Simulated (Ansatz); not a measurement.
The cell of B5Pt is invented: random cell by space group and Wyckoff sites (F-43m, No. 216). Its size is a rough estimate.

```yaml
crystal:
  lattice:
    - [0.00000, 3.09790, 3.09790]
    - [3.09790, 0.00000, 3.09790]
    - [3.09790, 3.09790, 0.00000]
  atoms:
    - { symbol: B, position: [0.08254, 0.08254, 0.08254] }
    - { symbol: B, position: [0.08254, 0.08254, 0.75238] }
    - { symbol: B, position: [0.08254, 0.75238, 0.08254] }
    - { symbol: B, position: [0.75238, 0.08254, 0.08254] }
    - { symbol: B, position: [0.50000, 0.50000, 0.50000] }
    - { symbol: Pt, position: [0.25000, 0.25000, 0.25000] }
```

These are results of Ansatz 0.2.0, DFT PBE, scalar-relativistic, plane waves, PAW, not measurements. Cutoff 420 eV, Gaussian smearing, Γ-centred meshes. Cell and atoms relax first on a coarse mesh and then on a finer one. In between, the cell is made exact in the group found at 0.06 Å. In metals the finer mesh still leaves noise of several meV/atom or more. The steps can't lower the symmetry of their start. No spin polarisation.

A guess keeps its type if space group and coordination stay and the shape of the cell changes little (axis ratios within about 15 %, angles within 6°); the volume may change.

**Question.** Does it keep its structure type, or change into something else?

**Answer.** It keeps its type. The symmetry stays F-43m (No. 216). The volume per atom grows by 42.1 %, from 9.9 to 14.1 Å³. The shortest distance goes from 1.45 Å (B–B) to 1.69 Å (B–B). Counting neighbours within 15 % of an atom's shortest distance, the start has B 3/16, Pt 4 and the end B 3/16, Pt 4.

The last run used a 10×10×10 mesh for its 6-atom cell and Gaussian smearing of 0.10 eV. These runs have no spin–orbit coupling, which can matter for Pt. The cell is a metal run without spin; a magnetic state may lie lower. A structure relaxed within its symmetry needn't be a true minimum. Another cell of B5Pt relaxed alike, in P6/mmm, lies 0.51 eV/atom lower, so this cell isn't the stable form at this level.

In counts of neighbours, a slash parts the counts of unlike sites.
